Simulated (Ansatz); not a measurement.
GePd:
```
CELL_PARAMETERS angstrom
      3.11819     0.00000     0.00000
      0.00000     3.11819     0.00000
      0.00000     0.00000     3.11819
ATOMIC_POSITIONS crystal
  Pd 0.00000 0.00000 0.00000
  Ge 0.50000 0.50000 0.50000
```

Relaxed with PBEsol. Special points in fractions of this cell's reciprocal vectors: Γ (0.000, 0.000, 0.000); X (0.000, 0.500, 0.000); M (0.500, 0.500, 0.000); R (0.500, 0.500, 0.500).

**Question.** List the band energies nearest the Fermi level at these points for plane-wave PAW PBEsol (Ansatz code).

**Answer.** In eV from the Fermi level; about four levels below and three above (degenerate sets whole), none deeper than 8.9 eV; … stands for higher levels left out; points with the same levels are listed once.

```
k                                below           above
-  -----------------------------------  --------------
Γ        -4.66 -4.66 -2.57 -2.57 -2.57  2.21 2.21 2.21
X              -3.87 -3.87 -2.49 -1.25  6.60 6.60 7.93
M              -3.26 -3.26 -1.74 -0.40     2.29 5.58 …
R  -6.16 -6.16 -6.16 -5.08 -1.69 -1.69  2.90 2.90 2.90
```

Space group Pm-3m (CsCl type). A made-up cell: these elements were put on the sites of a structure type; neither database checked (COD, Materials Project) lists it. COD files the formula under space group No. 62. Its standing as an ambient phase is unchecked. The cell was relaxed with PBEsol under the symmetry of its start; its stability against distortions is not shown here. The run is not spin-polarised. Scalar-relativistic: spin–orbit coupling is off unless named, which matters more the heavier the elements.

Potentials: the earlier of the program's two PAW sets. The files were generated under PBE; for other functionals the program regenerates the frozen cores, and for LDA and PBEsol the local potential too.
